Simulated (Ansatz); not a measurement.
# Ga (dhcp): energy against volume

Theory: DFT, r2SCAN, plane waves (500 eV) with PAW, scalar-relativistic (Ansatz). The PAW files were generated under PBE, with cores re-solved for the functional.

The cell is scaled uniformly from the relaxed one, with fractional coordinates and shape fixed. Energies are extrapolated to zero smearing, pressures are those at the given smearing. Magnetic state: spin not included.

A Birch-Murnaghan fit gives V₀ = 17.96 Å³/atom, B₀ = 57 GPa, B₀′ = 4.7.

**Question.** What are the energy above the minimum and the pressure at 16.473 Å³/atom?

**Answer.** 25.9 meV/atom and 6.07 GPa as computed.

**Question.** What are the energy above the minimum and the pressure at 17.190 Å³/atom?

**Answer.** 6.4 meV/atom and 2.78 GPa as computed.

**Question.** What are the energy above the minimum and the pressure at 18.622 Å³/atom?

**Answer.** 4.1 meV/atom and -1.90 GPa as computed.
